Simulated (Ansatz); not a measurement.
Ca$_{2}$AsI:
```yaml
crystal:
  lattice:
    - [2.19149, 1.26525, 7.45585]
    - [-2.19149, 1.26525, 7.45585]
    - [0.00000, -2.53051, 7.45585]
  atoms:
    - { symbol: Ca, position: [0.23115, 0.23115, 0.23115] }
    - { symbol: Ca, position: [0.76885, 0.76885, 0.76885] }
    - { symbol: As, position: [0.50000, 0.50000, 0.50000] }
    - { symbol: I, position: [0.00000, 0.00000, 0.00000] }
```

Relaxed with r²SCAN. Special points in fractions of this cell's reciprocal vectors: Γ (0.000, 0.000, 0.000); T (0.500, 0.500, 0.500); H2 (0.814, 0.186, 0.500); H0 (0.500, -0.186, 0.186); L (0.500, 0.000, 0.000); S0 (0.343, -0.343, 0.000); S2 (0.657, 0.000, 0.343); F (0.500, 0.000, 0.500).

List the band energies nearest the valence-band maximum at these points for plane-wave PAW r²SCAN (Ansatz code).

In eV from the valence-band maximum; about four levels below and three above (degenerate sets whole), none deeper than 8.9 eV; points with the same levels are listed once.

```json
[
 {"k": "Γ", "below": "-2.63 -2.63 -0.57 0.00 0.00", "above": "2.81 3.40 3.40"},
 {"k": "T", "below": "-2.60 -2.60 -1.57 -0.15 -0.15", "above": "2.95 3.69 3.69"},
 {"k": "H2", "below": "-3.67 -1.39 -1.27 -0.47", "above": "3.21 3.24 4.19"},
 {"k": "L", "below": "-3.07 -2.03 -0.75 -0.31", "above": "2.56 3.40 4.12"},
 {"k": "S0", "below": "-3.66 -1.36 -1.33 -0.47", "above": "3.16 3.45 4.06"},
 {"k": "F", "below": "-3.07 -1.64 -0.44 -0.31", "above": "1.88 3.25 3.49"}
]
```

Space group R-3m. The workflow started from a Materials Project entry (that database holds measured and hypothetical structures alike); the Crystallography Open Database files this formula in space group No. 166, but the cells were not matched. Whether it is the stable phase at ambient conditions was not checked. The cell was relaxed with r²SCAN under the symmetry of its start; its stability against distortions is not shown here. Spin–orbit coupling is left out wherever it is not named.

Potentials: the later of the program's two PAW sets.
